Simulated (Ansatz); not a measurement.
Values for one crystal, relaxed and computed with the program Ansatz at the r²SCAN level (PAW); other levels are named.

| Quantity | Result |
|---|---|
| Volume per atom | 15.79 Å³ |
| Electronic character | metallic (no gap) |
| Gap with spin–orbit coupling | none (metallic) |
| Debye temperature from the elastic constants | 415 K |
| Elastic constants (relaxed ions, GPa) | C11 = 526, C12 = 180, C44 = 128 |
| Density of states at the Fermi level | 0.47 states/eV per atom (mean over ±0.08 eV) |
| Mechanical stability | stable (all eigenvalues of C positive) |

Problem. Which of these materials gives this?
A. Y2InNi2, Cmmm (Y on 4j, In on 2a, Ni on 4i)
B. YIn, CsCl type
C. MoW, CsCl type
D. Ti3In, P6_3/mmc (Ti on 6h, In on 2d)

Solution. C, MoW, CsCl type

Space group Pm-3m (CsCl type). The start of the workflow was typed in or built on a structure type; neither database checked (COD, Materials Project) lists it. Its standing as an ambient phase is unchecked. Symmetry was held in the r²SCAN relaxation; whether a distortion lowers the energy is not shown. The run is not spin-polarised. As this level gives no gap, shear constants depend on the k-mesh and smearing (Fermi–Dirac, 0.1 eV here). Scalar-relativistic: spin–orbit coupling is off unless named, which matters more the heavier the elements.

Potentials: the earlier of the program's two PAW sets.
